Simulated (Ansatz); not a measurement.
## CaGa4 (C2/m): electronic heat capacity and spin susceptibility from the density of states

All numbers below come from DFT r2SCAN, scalar-relativistic, plane waves, PAW (Ansatz 0.2.0).

Plane waves to 500 eV, a k mesh through Γ of 10×10×8 on the computed 5-atom cell and Gaussian smearing (0.10 eV); no spin polarisation.

Relaxed cell: C2/m, a = 6.146 Å, b = 6.081 Å, c = 6.071 Å, α = 90.00°, β = 119.04°, γ = 90.00°, 5 atoms in the primitive cell. Whether it is the stable form of this composition wasn't checked.

The density of states at the Fermi level is 0.690 states/eV in the cell of 5 atoms (1 formula unit; both spins, tetrahedra on a 15×15×12 mesh).

Question: What Sommerfeld coefficient and Pauli susceptibility does this give?

Answer: Per formula unit N(E_F) = 0.690 states/eV. γ = (π²/3) k_B² N(E_F) N_A = 2.357 mJ/(mol K²) per state/eV, so γ = 1.6 mJ/(mol K²), a mole of formula units. χ_P = μ_B² N(E_F) N_A = 3.23×10⁻⁵ emu/mol per state/eV gives 2.2×10⁻⁵ emu/mol. This is the bare band result: a measured γ of the same phase is as a rule larger by a factor 1 + λ from phonons and spin fluctuations, the spin part of χ is larger by the Stoner factor, and a measured χ also holds orbital and core terms. N(E_F) at one energy is sensitive to the mesh where the density of states has sharp peaks.

Cost: 1 run of about 6.7 core-minutes, on Arm Neoverse V1 (shared hosts).